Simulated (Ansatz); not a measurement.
According to the program Ansatz at the PBEsol level (PAW), ScTi$_{3}$C in the anti-perovskite structure (Pm-3m) relaxes to a = 4.262 Å. Sc has 12 nearest neighbours from 3.01 Å (cuboctahedral); C has 6 nearest neighbours from 2.13 Å (octahedral). Its formation energy from the elements is -0.26 eV/atom, with no fitted shifts.

Electronic character: metallic (no gap).

An equation-of-state fit gives a bulk modulus of 137 GPa. The relaxed-ion elastic constants in GPa are C11 = 221, C12 = 96.1, C44 = 59.0. The elastic constants imply a Debye temperature near 500 K. The highest mode at Γ lies at 579 cm^-1.

The start of the workflow was typed in or built on a structure type; neither database checked (COD, Materials Project) lists it. Its standing as an ambient phase is unchecked. The PBEsol relaxation kept the symmetry of its start; whether a distortion lowers the energy is not shown. The run is not spin-polarised. As this level gives no gap, shear constants depend on the k-mesh and smearing (Fermi–Dirac, 0.1 eV here). As this level gives no gap, phonon frequencies hold no LO–TO term and depend on the k-mesh and smearing (Fermi–Dirac, 0.1 eV here). The references are the lowest solids computed at this level, not always the standard phases.

Potentials: the earlier of the program's two PAW sets. The files were generated under PBE; for other functionals the program regenerates the frozen cores, and for LDA and PBEsol the local potential too.
